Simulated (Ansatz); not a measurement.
Relaxation of a relaxed TiSi2 cell stretched uniformly to 115 % of its volume; 6 atoms in the cell, which starts as Cmcm (No. 63), oS12; a = 3.695 Å, b = 14.168 Å, c = 3.736 Å, α = β = γ = 90.00°. These are r2SCAN (plane waves to 500 eV, PAW, scalar-relativistic; Ansatz, a first-principles code) values and carry that method's errors. Γ-centred k-mesh 7×7×6 on the run's cell (coarser than for final values), Fermi–Dirac smearing 0.05 eV. This is the first round of the run. 

The optimiser's lines from the output (shortened; P is positive under compression):

```
relax step   1: F+E_penalty+E_count = -7567.64318966 eV  Δ(F+E_penalty+E_count) = +0.000e0 eV  max|allowed force component| = 3.628e-1 eV/Å  Δτ_max = 0.0000 Å  P = -15.036 GPa  Ω = 97.793 Å³  (9 SCF iters, dr2 threshold 1.00e-7 eV, accepted)
relax step   2: F+E_penalty+E_count = -7568.30463737 eV  Δ(F+E_penalty+E_count) = -6.614e-1 eV  max|allowed force component| = 4.608e-1 eV/Å  Δτ_max = 0.0279 Å  P = +0.577 GPa  Ω = 84.730 Å³  (7 SCF iters, dr2 threshold 6.00e-7 eV, accepted)
relax step   3: F+E_penalty+E_count = -7568.31614804 eV  Δ(F+E_penalty+E_count) = -1.151e-2 eV  max|allowed force component| = 3.582e-1 eV/Å  Δτ_max = 0.0485 Å  P = +0.121 GPa  Ω = 84.838 Å³  (8 SCF iters, dr2 threshold 6.00e-7 eV, accepted)
relax step   4: F+E_penalty+E_count = -7568.31805756 eV  Δ(F+E_penalty+E_count) = -1.910e-3 eV  max|allowed force component| = 1.534e-1 eV/Å  Δτ_max = 0.0264 Å  P = +0.177 GPa  Ω = 85.233 Å³  (7 SCF iters, dr2 threshold 6.00e-7 eV, accepted)
relax step   5: F+E_penalty+E_count = -7568.32363300 eV  Δ(F+E_penalty+E_count) = -5.575e-3 eV  max|allowed force component| = 1.595e-2 eV/Å  Δτ_max = 0.0179 Å  P = -0.114 GPa  Ω = 85.139 Å³  (5 SCF iters, dr2 threshold 6.00e-7 eV, accepted)
relax step   6: F+E_penalty+E_count = -7568.32383450 eV  Δ(F+E_penalty+E_count) = -2.015e-4 eV  max|allowed force component| = 1.169e-3 eV/Å  Δτ_max = 0.0013 Å  P = -0.003 GPa  Ω = 85.060 Å³  (4 SCF iters, dr2 threshold 3.68e-7 eV, accepted)
relax step   7: F+E_penalty+E_count = -7568.32383664 eV  Δ(F+E_penalty+E_count) = -2.132e-6 eV  max|allowed force component| = 4.321e-4 eV/Å  Δτ_max = 0.0001 Å  P = +0.000 GPa  Ω = 85.061 Å³  (5 SCF iters, dr2 threshold 3.00e-9 eV, accepted)
relax step   8: F+E_penalty+E_count = -7568.31988031 eV  Δ(F+E_penalty+E_count) = +3.956e-3 eV  max|allowed force component| = 4.685e-4 eV/Å  Δτ_max = 0.0000 Å  P = -0.010 GPa  Ω = 85.061 Å³  stress off target by 1.55e-2 GPa  SCF on the basis re-selected at this cell (its energy is not comparable with the rows above)  (8 SCF iters)
```

From the first to the last row the energy changes by -0.11 eV/atom and the volume by -13.0 %. The last row is marked as not comparable with the walk above it, whose basis was carried along; it does compare with step 1, since both stand on a basis selected at the nominal cutoff for their own cell.

Later rounds, restarted from the end of this one on a renewed k-mesh, logged 9 more steps and released under 0.01 eV/atom more. The final structure after all rounds: Cmcm (No. 63), oS12, AFLOW prototype A2B_oC12_63_2c_c (C49, as in ZrSi2); a = 3.527 Å, b = 13.523 Å, c = 3.566 Å, α = β = γ = 90.00°. Between re-selections the logged energies stand on a plane-wave basis carried along with the cell. No spin polarisation in the result.

The run could not lose the symmetry of its start.
